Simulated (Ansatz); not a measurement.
# K3GeH2NO3 — Ge-73 nuclear quadrupole resonance

Cell: a computed structure from the Materials Project (it need not be an observed phase), atoms as given.

Space group P-1 (No. 2); a = 6.4685, b = 6.7773, c = 7.2967 Å, α = 96.29°, β = 101.42°, γ = 91.61°.

| site | Wyckoff | site symmetry | x | y | z |
| --- | --- | --- | --- | --- | --- |
| K1 | 2i | 1 | 0.7616 | 0.0914 | 0.0289 |
| K3 | 2i | 1 | 0.6541 | 0.1992 | 0.4827 |
| K5 | 2i | 1 | 0.7168 | 0.5232 | 0.8700 |
| Ge | 2i | 1 | 0.7858 | 0.7023 | 0.3032 |
| H9 | 2i | 1 | 0.8858 | 0.8905 | 0.6250 |
| H11 | 2i | 1 | 0.9679 | 0.6645 | 0.6307 |
| N | 2i | 1 | 0.8402 | 0.7432 | 0.5770 |
| O15 | 2i | 1 | 0.5664 | 0.8502 | 0.2373 |
| O17 | 2i | 1 | 0.9959 | 0.2196 | 0.7923 |
| O19 | 2i | 1 | 0.7226 | 0.4453 | 0.2389 |

One atom of each set is listed.

Computed with Ansatz: DFT, PBE, plane waves and PAW, scalar-relativistic, 420 eV cutoff, Γ-centred 4×4×3 k-points, Fermi–Dirac smearing 0.02 eV.

Ge-73: I = 9/2, Q = -196.0 mb (year-2017 value). Static lattice, zero field.

Question: At which frequencies do the Ge-73 NQR lines lie?

Answer: For I = 9/2 and η = 0 the lines are |C_Q|/24 times 1, 2, 3 and 4; η shifts the lowest up most.

```tsv
site	atoms	V_zz (10²¹ V/m²)	C_Q (MHz)	η	line frequencies (MHz)
Ge	2	5.79	-27.4	0.20	1.50, 2.19, 3.40, 4.55
```

At Ge V_zz points along its one bond to N (within 9°).

The largest force is 0.3 eV/Å, so the atoms aren't at the calculated equilibrium and relaxing them would move these values.
